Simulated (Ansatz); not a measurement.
**Mg₃Cd₂S₅ (I-4m2) at 2 levels of theory**

One geometry, relaxed with PBE; plane waves with PAW potentials in Ansatz, scalar-relativistic. No spin polarisation. Gaps are the least over mesh and band path; pressure is positive in compression.

```
Mg Cd S
1.0
    -2.04999    2.04999   14.40684
     2.04999   -2.04999   14.40684
     2.04999    2.04999  -14.40684
Mg Cd S
3 2 5
Direct
  0.70182 0.70182 0.00000
  0.29818 0.29818 0.00000
  0.50000 0.50000 0.00000
  0.89907 0.89907 0.00000
  0.10093 0.10093 0.00000
  0.34590 0.84590 0.50000
  0.95226 0.45226 0.50000
  0.54774 0.04774 0.50000
  0.15410 0.65410 0.50000
  0.75000 0.25000 0.50000
```

```csv
level,cutoff (eV),k mesh,gap (eV),pressure (GPa)
PBE,420,10×10×10,2.22,0.0
```

Question: What comes out on the same cell with r2SCAN?

Answer:
| level | cutoff (eV) | k mesh | gap (eV) | pressure (GPa) |
| --- | --- | --- | --- | --- |
| r2SCAN | 500 | 10×10×10 | 2.75 | -1.2 |

The structure comes from a generated guess; another structure or a mixture of phases may lie lower.
